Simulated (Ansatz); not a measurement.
# Al4InFe2Ge4: reading a single point

```yaml
crystal:
  lattice:
    - [0.00000, 3.84329, 0.00000]
    - [7.10459, -1.92165, 0.00000]
    - [1.88411, 0.00000, -6.13773]
  atoms:
    - { symbol: Al, position: [0.34754, 0.69508, 0.93785] }
    - { symbol: Al, position: [0.65246, 0.30492, 0.06215] }
    - { symbol: Al, position: [0.58823, 0.17646, 0.62154] }
    - { symbol: Al, position: [0.41177, 0.82354, 0.37846] }
    - { symbol: Fe, position: [0.21763, 0.43526, 0.37238] }
    - { symbol: Fe, position: [0.78237, 0.56474, 0.62762] }
    - { symbol: In, position: [0.00000, 0.00000, 0.00000] }
    - { symbol: Ge, position: [0.06590, 0.13180, 0.34579] }
    - { symbol: Ge, position: [0.93410, 0.86820, 0.65421] }
    - { symbol: Ge, position: [0.20913, 0.41826, 0.72435] }
    - { symbol: Ge, position: [0.79087, 0.58174, 0.27565] }
```

Single point in Ansatz 0.2.0 with PBE, no spin polarisation. Cutoff 420 eV, PAW datasets, 6×6×4 Γ-centred k mesh, fermi-dirac filling (width 0.0276 eV).

Question: Which element gives electrons and which takes them?

Answer: Bader charges in e: Al +1.08 to +1.13, In -0.10, Fe -0.42, Ge -0.96 to -0.78. In the mean Al gives up most and Ge takes most.

Question: Is it stable against the elements?

Answer: 0.32 eV an atom against the elements' usual phases (free molecules for gases, crystals otherwise, with no correction for O₂ or N₂), so at this geometry it isn't bound against them. Relaxing would lower it.

Question: Metal or insulator?

Answer: It is a metal, with about 6.9 states/eV a cell as the mean within 0.25 eV of the Fermi level, mostly Fe d (45 %), Ge p (15 %) and Al s (13 %).

Question: Describe some of the short contacts.

Answer: Fe–Ge at 2.19 Å: least valence density 0.63 e/Å³ and ELF 0.41 there. Ge–Ge at 2.29 Å: least valence density 0.58 e/Å³ and ELF 0.59 there. In–Ge at 2.65 Å: least valence density 0.34 e/Å³ and ELF 0.39 there. These are pseudo-fields; inside the PAW spheres they differ from the all-electron ones.

Question: Where is the largest force?

Answer: The largest is on Ge10 (and as large on other atoms): 2.65 eV/Å, components (-1.05, 0.00, -2.43). It makes 114° with the line to a nearest neighbour, Fe6 at 2.19 Å.

Question: Is the cell too large or too small?

Answer: The pressure is 15.4 GPa (compression positive), so with the atoms held at these fractions the cell would first expand; the forces are large, so a full relaxation may end otherwise. The principal stresses 11.9, 17.0, 17.3 GPa differ, so its shape would change too.

Origin: a known structure type with other elements, at an estimated volume, so it need not be a known compound. Caveats: no spin polarisation, so a magnetic state may lie lower; atoms or cell far from equilibrium.
